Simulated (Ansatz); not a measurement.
Input:

S:
```
CELL_PARAMETERS angstrom
      8.22342     0.00000     0.00000
     -4.11171     7.12169     0.00000
      0.00000     0.00000     2.07541
ATOMIC_POSITIONS crystal
  S  0.00000 0.00000 0.00000
  S  0.33333 0.66667 0.50000
  S  0.66667 0.33333 0.50000
```

This is the PBE-relaxed structure.

Problem. All from DFT-PBE in the program Ansatz with PAW potentials, unless another level is named. Predict the electronic character.

Solution. metallic (no gap).

Problem. And the density of states at the Fermi level?

Solution. 0.56 states/eV per atom (mean over ±0.08 eV).

Space group P6/mmm. The cell is a constructed one: a structure type filled with these elements; neither database checked (COD, Materials Project) lists it. It is not the phase usual at ambient conditions (space group No. 70). The PBE relaxation kept the symmetry of its start; whether a distortion lowers the energy is not shown. A crystal of weakly bound units computed without a dispersion correction: the cell and the soft elastic constants depend strongly on that.

Potentials: the later of the program's two PAW sets.
